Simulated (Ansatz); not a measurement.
PbF₂:
```
PbF2
1.0
    0.00000     2.96064     2.96064
    2.96064     0.00000     2.96064
    2.96064     2.96064     0.00000
Pb F
1 2
Direct
  0.00000   0.00000   0.00000
  0.75000   0.75000   0.75000
  0.25000   0.25000   0.25000
```

Relaxed with r²SCAN. Special points in fractions of this cell's reciprocal vectors: Γ (0.000, 0.000, 0.000); X (0.500, 0.000, 0.500); U (0.625, 0.250, 0.625); K (0.375, 0.375, 0.750); L (0.500, 0.500, 0.500); W (0.500, 0.250, 0.750).

Task: List the band energies nearest the valence-band maximum at these points for DFT-r²SCAN in the program Ansatz with PAW potentials.

Result: In eV from the valence-band maximum; about four levels below and three above (degenerate sets whole), none deeper than 8.9 eV; … stands for higher levels left out; points with the same levels are listed once.

| k | below | above |
|---|---|---|
| Γ | -2.69 -2.69 -2.69 -2.18 -2.18 -2.18 | … |
| X | -1.77 -1.76 -1.76 -0.14 | 4.93 … |
| U | -2.26 -1.92 -1.77 -0.04 | 5.83 7.10 … |
| L | -2.87 -2.87 -2.36 -2.36 -0.07 | 5.37 … |
| W | -2.86 -2.86 -1.83 -1.70 0.00 | 6.58 6.58 … |

Space group Fm-3m (fluorite). Symmetry was held in the r²SCAN relaxation. Spin–orbit coupling is left out wherever it is not named.

Potentials: the later of the program's two PAW sets.
